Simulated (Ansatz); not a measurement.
**Computed properties of BP**

BP:
```xyz
4
Lattice="3.1983 0.0000 0.0000 -1.5992 2.7698 0.0000 0.0000 0.0000 7.9678" Properties=species:S:1:pos:R:3 pbc="T T T"
B      0.0000     1.8466     1.9919
P      1.5992     0.9233     1.9919
P      0.0000     1.8466     5.9758
B      1.5992     0.9233     5.9758
```

Space group P6_3/mmc (No. 194); conventional cell a = b = 3.198 Å, c = 7.968 Å, α = β = 90.00°, γ = 120.00°.

Method: the program Ansatz at the r²SCAN+D4 level (PAW). Geometry: relaxed at this level of theory. Other levels are named where they apply.

### Cell and energy

- Volume per atom: 17.65 Å³
- Density: 1.97 g/cm³
- Formation energy from the elements (no fitted shifts): -0.055 eV/atom

### Electronic structure

* **Band gap**: 0.87 eV (indirect)
* **Valence-band maximum**: on the K–Γ line, 11 % of the way from K
* **Conduction-band minimum**: at M (3 equivalent valleys)
* **Smallest direct gap on the standard path**: 1.01 eV
* **Electron effective mass**: 0.17, 1.1, 4.8 mₑ (principal values)
* **Hole effective mass**: 0.13, 1.6, 2.6 mₑ (principal values)
* **HSE06 gap on the r²SCAN+D4 cell**: 1.17 eV

### Mechanics

- Bulk modulus (Birch–Murnaghan fit): 165 kbar
- Pressure derivative B′: 8.2

### Charges

- Bader charges: B +1.16, P -1.16 e

The start of the workflow was typed in or built on a structure type; neither database checked (COD, Materials Project) lists it. It is not the phase usual at ambient conditions (space group No. 216). The cell was relaxed with r²SCAN+D4 under the symmetry of its start; its stability against distortions is not shown here. The references are the lowest solids computed at this level, not always the standard phases.

Potentials: the later of the program's two PAW sets.
